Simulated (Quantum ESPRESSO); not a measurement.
```cif
data_H16B4Cs4
_chemical_formula_sum 'H16 B4 Cs4'
_space_group_name_H-M_alt 'F-43m'
_space_group_IT_number 216
_space_group_name_Hall 'F -4 2 3'
_cell_length_a 7.33197
_cell_length_b 7.33197
_cell_length_c 7.33197
_cell_angle_alpha 90.000
_cell_angle_beta 90.000
_cell_angle_gamma 90.000
loop_
_atom_site_label
_atom_site_type_symbol
_atom_site_symmetry_multiplicity
_atom_site_Wyckoff_symbol
_atom_site_fract_x
_atom_site_fract_y
_atom_site_fract_z
_atom_site_occupancy
H1 H 16 e 0.59662 0.59662 0.59662 1
B1 B 4 b 0.50000 0.50000 0.50000 1
Cs1 Cs 4 a 0.00000 0.00000 0.00000 1
```
(The calculation used a cell of 6 atoms; values per cell refer to that cell.)

The geometry is that of Materials Project entry mp-1225884, symmetrised and not relaxed again.

What does norm-conserving PBEsol (Quantum ESPRESSO, 76 Ry, scalar-relativistic) give for the electronic structure near the Fermi level?

The PBEsol gap is direct, 5.56 eV at X. 

The structure is a Materials Project entry; no match was found in the copy of COD used, and its stability was not checked.
